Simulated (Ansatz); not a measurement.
## C: the gap against volume

C, P6_3/mmc, a = 2.514 Å, c = 16.503 Å. Ansatz: r2SCAN, PAW, 500 eV, Γ-centred 12×12×2 mesh on 16 atoms, Gaussian smearing 0.02 eV; no spin polarisation. Shape and atoms are relaxed at each volume; x = ln(V/V0) with V0 = 5.644 Å³/atom. The gap is read at the mesh points alone.

| x | gap y (eV) |
| --- | --- |
| -0.1278 | 4.986 |
| -0.0943 | 4.898 |
| -0.0619 | 4.810 |
| -0.0305 | 4.729 |
| 0.0000 | 4.648 |
| 0.0296 | 4.571 |
| 0.0583 | 4.498 |
| 0.0953 | ? |

Problem. Fit a straight line to the other rows, give the volume deformation potential of the gap and its pressure coefficient, and predict the missing gap. B0 = 450.6 GPa.

Solution. Means x = -0.03237, y = 4.7343; Σ(Δx)² = 0.02693, ΣΔxΔy = -0.07074; the slope is their ratio. y = 4.6492 − 2.6272 x. The slope is the deformation potential a = dE_g/d ln V = -2.63 eV, and dE_g/dP = −a/B0 = 5.83 meV/GPa. At x = 0.0953 the fit asked for gives 4.399 eV. The run gave 4.403 eV, so the fit is 0.004 eV too low, a small miss on the scale of the series.

Semilocal functionals give gaps under the measured ones; changes of the gap mostly carry over better.

Cost: 8 runs of about 11 core-minutes in all, on Arm Neoverse V1 (shared hosts).